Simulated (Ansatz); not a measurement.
CaO:
```xyz
2
Lattice="0.0000 2.3977 2.3977 2.3977 0.0000 2.3977 2.3977 2.3977 0.0000" Properties=species:S:1:pos:R:3 pbc="T T T"
Ca     0.0000     0.0000     0.0000
O      2.3977     2.3977     2.3977
```

Relaxed with r²SCAN.

**Question.** Give the optical modes at the zone centre with their infrared and Raman activity from DFPT, r²SCAN in the plane-wave PAW code Ansatz.

**Answer.** Transverse frequencies, without the LO–TO term; a row sums one degenerate level.

```csv
ω (cm⁻¹),degeneracy,IR ((D/Å)²/amu),Raman (Å⁴/amu),activity,symmetry
284,3,32.76,0,IR,T1u
```

**Question.** How high does the top mode go among those that the LO–TO term moves?

**Answer.** 566 cm⁻¹ for q along x.

Space group Fm-3m (rock salt). The r²SCAN relaxation kept the symmetry of its start; phonons on a q-mesh show no instability.

Potentials: the earlier of the program's two PAW sets.
